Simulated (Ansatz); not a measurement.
## Structures of HgH: which is lowest?

Plane-wave DFT in Ansatz with scalar-relativistic PAW potentials, cutoff 420 eV, Γ-centred meshes chosen by cell and gap, Gaussian smearing with energies taken to zero width. Every cell was relaxed (cell and atoms) in a run of its own, within the symmetry of its start. Functional: PBE.

Relaxed structures (starts from databases or built by putting these elements on another compound's sites):
A. P6/mmm, 6 atoms in the computed cell, a = 6.033 Å, c = 3.302 Å; sites (symmetry × multiplicity) Hg mmm × 3, H -6m2 × 2 + 6/mmm × 1; start: built
B. P-6m2, 2 atoms in the computed cell, a = 3.353 Å, c = 3.013 Å; sites (symmetry × multiplicity) Hg -6m2 × 1, H -6m2 × 1; start: built

Rank them by energy. Could pressure change the order?

```csv
structure,group,E − E(lowest) (meV/atom),V (Å³/atom),gap on mesh (eV)
B,P-6m2,0.0,14.67,0.00
A,P6/mmm,132,17.34,0.00
```

B is lowest, 132 meV/atom under A. The lowest is also the densest of these, so pressure wouldn't bring one of the others in at first order. Other structures may lie lower than all of these, and vibrations aren't counted.

Spin-orbit coupling is left out, which matters for the bands of heavy elements.